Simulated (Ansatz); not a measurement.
Ba:
```yaml
crystal:
  lattice:
    - [-2.52516, 2.52516, 2.52516]
    - [2.52516, -2.52516, 2.52516]
    - [2.52516, 2.52516, -2.52516]
  atoms:
    - { symbol: Ba, position: [0.00000, 0.00000, 0.00000] }
```

Relaxed with r²SCAN+D4. Special points in fractions of this cell's reciprocal vectors: Γ (0.000, 0.000, 0.000); H (0.500, -0.500, 0.500); N (0.000, 0.000, 0.500); P (0.250, 0.250, 0.250).

List the band energies nearest the Fermi level at these points for plane-wave PAW r²SCAN+D4 (Ansatz code).

In eV from the Fermi level; about four levels below and three above (degenerate sets whole), none deeper than 8.9 eV; points with the same levels are listed once.

| k | below | above |
|---|---|---|
| Γ | -2.83 | 2.13 2.13 2.13 |
| H | -0.57 -0.57 | 4.30 4.30 4.30 |
| N | -0.83 | 0.91 1.15 3.50 |
| P | – | 0.57 0.57 0.57 |

Space group Im-3m (bcc (W type)). Symmetry was held in the r²SCAN+D4 relaxation. The pairwise dispersion correction was not fitted to metals. Spin–orbit coupling is left out wherever it is not named.

Potentials: the earlier of the program's two PAW sets.
